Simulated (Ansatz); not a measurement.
Given:

NbC:
```
CELL_PARAMETERS angstrom
      0.00000     2.21344     2.21344
      2.21344     0.00000     2.21344
      2.21344     2.21344     0.00000
ATOMIC_POSITIONS crystal
  Nb 0.00000 0.00000 0.00000
  C  0.50000 0.50000 0.50000
```

This is the LDA-relaxed structure.

All from DFT-LDA in the program Ansatz with PAW potentials, unless another level is named. Estimate the electronic character.

metallic (no gap).

And the formation energy from the elements (no fitted shifts)?

-0.62 eV/atom.

Give the density of states at the Fermi level.

0.35 states/eV per atom (mean over ±0.08 eV).

Space group Fm-3m (rock salt). The LDA relaxation kept the symmetry of its start; of distortions, only those at the zone centre were tested. The run is not spin-polarised. The references are the lowest solids computed at this level, not always the standard phases. Spin–orbit coupling is left out wherever it is not named.

Potentials: the later of the program's two PAW sets.
